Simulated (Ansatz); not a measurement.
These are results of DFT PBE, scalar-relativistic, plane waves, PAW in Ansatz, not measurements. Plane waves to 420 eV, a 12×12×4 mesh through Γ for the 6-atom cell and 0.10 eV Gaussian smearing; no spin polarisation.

Formation energies are uncorrected and count from the elements' standard states at the same level.

Question: Suggest a trial structure for a hexagonal metal that holds Sn and 1 more element, with a formation energy near −0.80 eV/atom and a density near 6.5 g/cm³, in a cell of 6 atoms. Its symmetry should be P6_3/mmc (No. 194).

Answer: Sn2F, space group P6_3/mmc (No. 194). Sn has 3 F at 2.76 Å, 6 Sn at 3.27 Å and 3 Sn at 3.56 Å; around F lie 6 Sn at 2.76 Å and 6 F at 3.27 Å (long against covalent radii, as for large ions).

```
Sn F
1.0
     3.27463    0.00000    0.00000
    -1.63731    2.83591    0.00000
     0.00000    0.00000   14.06969
Sn F
4 2
Direct
  0.66667 0.33333 0.89278
  0.33333 0.66667 0.39278
  0.66667 0.33333 0.60722
  0.33333 0.66667 0.10722
  0.00000 0.00000 0.75000
  0.00000 0.00000 0.25000
```

- Volume per atom: 21.8 Å³
- Density: 6.5 g/cm³
- Energy over the elements: −0.80 eV/atom
- Gap on the 12×12×4 mesh of the 6-atom cell: 0 eV (a metal)

The cell was found from a structure generator's guess, not taken from experiment. The answer needn't be unique; the calculation gave this one.

Weakly bound directions are ill-defined at this level, which has no dispersion term. Symmetry constrained the relaxation, so the result can be a saddle point.
